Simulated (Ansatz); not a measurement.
Profile along the Ca–F line in CaF2 (fluorite)

CaF$_{2}$ (fluorite)

```cif
data_Ca4F8
_chemical_formula_sum 'Ca4 F8'
_space_group_name_H-M_alt 'Fm-3m'
_space_group_IT_number 225
_space_group_name_Hall '-F 4 2 3'
_cell_length_a 5.51106
_cell_length_b 5.51106
_cell_length_c 5.51106
_cell_angle_alpha 90.000
_cell_angle_beta 90.000
_cell_angle_gamma 90.000
loop_
_atom_site_label
_atom_site_type_symbol
_atom_site_symmetry_multiplicity
_atom_site_Wyckoff_symbol
_atom_site_fract_x
_atom_site_fract_y
_atom_site_fract_z
_atom_site_occupancy
Ca1 Ca 4 a 0.00000 0.00000 0.00000 1
F1 F 8 c 0.25000 0.25000 0.25000 1
```
(The calculation used a cell of 3 atoms; values per cell refer to that cell.)

Fields along a shortest Ca–F line of a {110} plane (2.39 Å), from Ca to F, interpolated on the slice's grid (step about 0.3 Å). Method: PBE (plane waves to 420 eV, PAW, scalar-relativistic; Ansatz, a program for electronic structure). k mesh 10×10×10. Near the nuclei the fields are pseudised (PAW); where an atom keeps semicore shells as valence, they peak there. CaF2 was relaxed with its symmetry unable to fall.

| distance from Ca (Å) | valence electron density (e/Å³) | electron localisation function |
|---|---|---|
| 0.00 | 6.90 | x |
| 0.24 | 6.29 | x |
| 0.48 | 4.10 | x |
| 0.72 | 1.67 | 0.84 |
| 0.96 | 0.47 | 0.35 |
| 1.20 | 0.22 | 0.05 |
| 1.43 | 0.35 | 0.37 |
| 1.67 | 1.11 | 0.79 |
| 1.91 | 4.08 | x |
| 2.15 | 10.65 | x |
| 2.39 | 14.04 | x |

x: too close to a nucleus for the ELF to mean much.

Density on the Ca–F line (2.39 Å) at its midpoint: 0.22 e/Å³. ELF at that point: 0.1. Character of the Ca–F contact (rough rule: ELF there above 0.7 covalent, below 0.2 ionic, polar between): closed-shell (ionic).
